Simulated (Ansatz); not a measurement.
Te (trigonal-Te type, space group P3_121)

```yaml
crystal:
  lattice:
    - [4.52111, 0.00000, 0.00000]
    - [-2.26056, 3.91540, 0.00000]
    - [0.00000, 0.00000, 5.95492]
  atoms:
    - { symbol: Te, position: [0.26812, 0.00000, 0.33333] }
    - { symbol: Te, position: [0.00000, 0.26812, 0.66667] }
    - { symbol: Te, position: [0.73188, 0.73188, 0.00000] }
```

The volume is varied about the relaxed value V₀ at fixed cell shape. The atoms relax within the cell's symmetry.

Computed with PBE (plane waves to 420 eV, PAW, scalar-relativistic; Ansatz, a program for electronic structure). k mesh 9×9×6 (Γ-centred), Fermi-Dirac smearing 0.05 eV. E stands for the smeared free energy. Stress and pressure are positive under compression. With the shape held, the modulus is that of even scaling; a crystal free to change shape is softer. Spin-orbit coupling is left out, though Te is heavy. Te was relaxed with its symmetry unable to fall. The PAW data are Ansatz's earlier set. The zero of ΔE is the relaxed starting cell. The last digit holds for this mesh only.

| V (Å³/atom) | ΔE (meV/atom) |
|---|---|
| 31.624 | 34.3 |
| 32.210 | 22.7 |
| 32.795 | 13.9 |
| 33.381 | 7.4 |
| 33.967 | withheld |
| 34.552 | 0.8 |
| 35.138 | 0.0 |
| 35.724 | 0.7 |
| 36.309 | 2.6 |
| 36.895 | 5.5 |
| 37.481 | 9.4 |
| 38.066 | 14.0 |
| 38.652 | 19.4 |

Problem. Fit a third-order Birch-Murnaghan form (E₀, V₀, B₀, B₀′ free) to the given rows and predict ΔE at V = 33.967.

Solution. Least squares on the 12 given rows: ΔE = E₀ + (9V₀B₀/16)·y²·[2 + (B₀′ − 4)y], y = (V₀/V)^(2/3) − 1, with V₀ = 35.148 Å³/atom, B₀ = 23.22 GPa (160.2 GPa = 1 eV/Å³; the term in eV is multiplied by 1000), B₀′ = 7.39, E₀ = 0.03 meV/atom; root-mean-square residual 0.03 meV/atom. At 33.967 the fit gives 3.2 meV/atom; the calculation gives 3.1 meV/atom, so the interpolation is off by 0.1 (+3.2 %). For the pressure the fit gives 0.9 GPa against the computed 0.9 GPa.

(A scan under strain: stresses follow from slopes of the energy per volume, elastic moduli from its curvatures.)
